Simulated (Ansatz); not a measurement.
## What a trial cell of La₃N₂ relaxes into

The calculation used DFT PBE, scalar-relativistic, plane waves, PAW in Ansatz. Cutoff 420 eV, Gaussian smearing, Γ-centred meshes. Cell and atoms relax first on a coarse mesh and then on a finer one. In between, the cell is made exact in the group found at 0.06 Å. In metals the finer mesh still leaves noise of several meV/atom or more. The steps can't lower the symmetry of their start. No spin polarisation.

The cell of La₃N₂ is invented: random cell by space group and Wyckoff sites (I4/mmm, No. 139). Lengths were set from tabulated atomic sizes, so they are only a guess.

```
La N
1.0
    -2.69514    2.69514    4.16688
     2.69514   -2.69514    4.16688
     2.69514    2.69514   -4.16688
La N
3 2
Direct
  0.75000 0.25000 0.50000
  0.25000 0.75000 0.50000
  0.50000 0.50000 0.00000
  0.15131 0.15131 0.00000
  0.84869 0.84869 0.00000
```

Formation energies are uncorrected and refer to the elements' standard structures at the same level (N₂ as a molecule).

Question: Which structure results?

Answer: The symmetry stays I4/mmm (No. 139). The volume per atom grows by 22.0 %, from 24.2 to 29.5 Å³. The shortest distance goes from 2.52 Å (N–N) to 2.37 Å (La–N). The ratio c/a of the conventional cell changes by a factor of 1.67. The energy falls by about 1.3 eV/atom (the start's value is from the coarse mesh). The end is written in a standard setting, so origin, axes and order of atoms can differ from the start's. Conventional cell: a = 4.852 Å, c = 12.543 Å. La on a site of symmetry -4m2 has 4 N at 2.54 Å; La on a site of symmetry 4/mmm is surrounded by 2 N at 2.37 Å; around N lie 1 La at 2.37 Å and 4 La at 2.54 Å.

```cif
data_structure
_symmetry_space_group_name_H-M 'P 1'
_symmetry_Int_Tables_number 1
_cell_length_a 7.1488
_cell_length_b 7.1488
_cell_length_c 7.1488
_cell_angle_alpha 140.325
_cell_angle_beta 140.325
_cell_angle_gamma 57.360
_cell_volume 147.65
loop_
_atom_site_label
_atom_site_type_symbol
_atom_site_fract_x
_atom_site_fract_y
_atom_site_fract_z
_atom_site_occupancy
La1 La 0.75000 0.25000 0.50000 1
La2 La 0.25000 0.75000 0.50000 1
La3 La 0.50000 0.50000 0.00000 1
N1 N 0.31104 0.31104 0.00000 1
N2 N 0.68896 0.68896 0.00000 1
```

Question: Give its energy and gap.

Answer: The formation energy is −0.84 eV/atom and the gap on the 12×12×12 mesh of the 5-atom cell is 0 eV (a metal).

The last run used Gaussian smearing of 0.10 eV. An odd number of electrons in the primitive cell allows no gap without spin; a larger cell or a magnetic state could open one. The cell is a metal run without spin; a magnetic state may lie lower. Symmetry constrained the relaxation, so the result can be a saddle point. Another cell of La3N2 relaxed alike, in Immm, lies 176 meV/atom lower, so this cell isn't the stable form at this level.
